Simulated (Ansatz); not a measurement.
Data:

Relaxed GaN (wurtzite):

```xyz
4
Lattice="3.2184 0.0000 0.0000 -1.6092 2.7872 0.0000 0.0000 0.0000 5.2432" Properties=species:S:1:pos:R:3 pbc="T T T"
Ga     1.6092     0.9291     0.0051
Ga     0.0000     1.8581     2.6267
N      1.6092     0.9291     3.2730
N      0.0000     1.8581     0.6514
```

In each cell atom 3 (N, nearest neighbour Ga at 1.967 Å; its periodic images, 3.2 Å or more away, move with it) moves by s·(0.000, 0.000, 1.000) (along Cartesian z), the rest being held.

Computed with PBE (plane waves to 420 eV, PAW, scalar-relativistic; Ansatz, an electronic-structure program). k mesh 10×10×5 (Γ-centred), Fermi-Dirac smearing 0.05 eV. The energy includes the smearing's −TS. GaN was relaxed with its symmetry unable to fall. The zero of ΔE is the undisplaced structure.

The scan covers s from -0.390 to 0.390 Å in 11 points.

Is the energy the same for displacements of ±0.390 Å, and if not, which side lies higher?

Not even: the positive side lies higher at ±0.390 Å. With its periodic images moving along, the atom's site symmetry in this cell is 3m..

What force acts on the atom along the line at s = -0.390 Å?

3.28 eV/Å.

What is the energy change at s = 0.390 Å?

2119 meV/cell.

What is the force constant k = d²E/ds² of this move at s = 0?

16.5 eV/Å².

(A displaced cell: forces are minus the slopes of the energy, force constants its curvatures, and phonons follow from these.)
